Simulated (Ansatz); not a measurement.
Sb$_{2}$W, DFT, PBE, all-electron LAPW, scalar-relativistic (Ansatz 0.2.0), run on 1 thread of Arm Neoverse N1 on a shared host.

The cell was built from the fluorite type and relaxed in the same program, and has space group Fm-3m; it needn't be a known or the stable phase.

Command: `ansatz run input.yaml --threads 1 --pin off --max-ram 4096MiB --backend cpu --events-out ev --progress --plain --runs-dir out`

```yaml
crystal:
  lattice:
    - [0.0, 3.3115767038, 3.3115767038]
    - [3.3115767038, 0.0, 3.3115767038]
    - [3.3115767038, 3.3115767038, 0.0]
  atoms:
    - { symbol: W, position: [0.0, 0.0, 0.0] }
    - { symbol: Sb, position: [0.25, 0.25, 0.25] }
    - { symbol: Sb, position: [0.75, 0.75, 0.75] }
kpoints:
  mp_grid: { grid: [10, 10, 10] }
  band_path:
    path:
      - [0.0, 0.0, 0.0]
      - [0.5, 0.0, 0.5]
      - [0.625, 0.25, 0.625]
      - [0.375, 0.375, 0.75]
      - [0.0, 0.0, 0.0]
      - [0.5, 0.5, 0.5]
      - [0.5, 0.25, 0.75]
      - [0.5, 0.0, 0.5]
    npoints: 14
scf:
  occupations: { method: fermi_dirac, width: 0.08 }
hamiltonian:
  xc: pbe
  pseudopotentials: { kind: all_electron, lapw: { basis_error: 0.001 } }
output:
  forces: true
  stress: true
  eigenvalues: true
  fatbands: true
  populations: true
  dos: { projected: true, de: 0.2, e_range: [-14, 8] }
```

Question: How large is the problem that the program sets up?

Answer: 47 irreducible k-points, 609 plane waves at Γ, 51 bands.

Question: About how long does it take, and how much memory does it use?

Answer: 2.7 min of wall time for 8 SCF iterations, with a peak of 0.54 GiB. Times on shared machines scatter by tens of per cent.

Question: And the same cell and mesh by PAW (frozen-core files), asked for forces, stress, eigenvalues, efg, populations, bader, dos, write_density, write_potential, elf and the same band path, on the same hardware?

Answer: 47 s, peak memory 0.45 GiB.

Question: And the same cell and mesh by all-electron PAW (datasets made for this crystal), asked for forces, stress, eigenvalues, efg and the same band path, on the same hardware?

Answer: 47 s, peak memory 0.58 GiB.
